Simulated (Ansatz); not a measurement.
Ga4Sb3P as one 8-atom ordering on the zincblende lattice, 8 atoms and 102 valence electrons in a cell of about 212 Å³, was run 5 times in the PAW code Ansatz, each time on 4 threads of AMD EPYC 9R45 96-Core Processor (Zen 5), with other jobs on the host. The times are single readings and vary with the host's load.

```tsv
run	k mesh	irreducible k	cutoff (eV)	plane waves	bands	SCF iterations	wall time	peak host memory (GiB)
relaxation, r2SCAN	6×6×4	47	500	5397	62	40	45 s	1.5
bands, PBE	6×6×4	47	420	4159	57	8	8.7 s	1.1
single point, r2SCAN	6×6×4	47	500	5397	57	8	11 s	1.5
single point, HSE06	4×4×2	14	420	4159	57	29	120 s	3.9
single point, PBE+SOC	6×6×4	47	420	4159	114	10	44 s	3.3
```

The slowest run (single point, HSE06) took about 13 times as long as the quickest (bands, PBE).

Only the levels marked +SOC include spin-orbit coupling.

Small gaps with spin-orbit coupling can be splittings of inverted bands, not the fundamental gap; semilocal functionals often invert bands that the real crystal keeps in order.
